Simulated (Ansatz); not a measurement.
Question: Ti3Al in space group P6_3/mmc (No. 194; Ti on 6h, Al on 2c) is relaxed with DFT-PBE in the program Ansatz with PAW potentials. What lattice parameters of the conventional cell result?

Answer: a = 5.756 Å, c = 4.654 Å.

Question: Give the free coordinates with the occupied sites.

Answer: In one choice of origin and axes:

```
atom  site  symmetry       x       y       z
----  ----  --------  ------  ------  ------
Ti      6h       mm2  0.3395  0.1697  0.2500
Al      2c      -6m2  0.3333  0.6667  0.2500
```

The PBE relaxation kept the symmetry of its start. No spin polarisation was allowed. Axis ratios of metals converge slowly with the k-mesh, so a and c are less sure than the volume.

Potentials: the later of the program's two PAW sets.
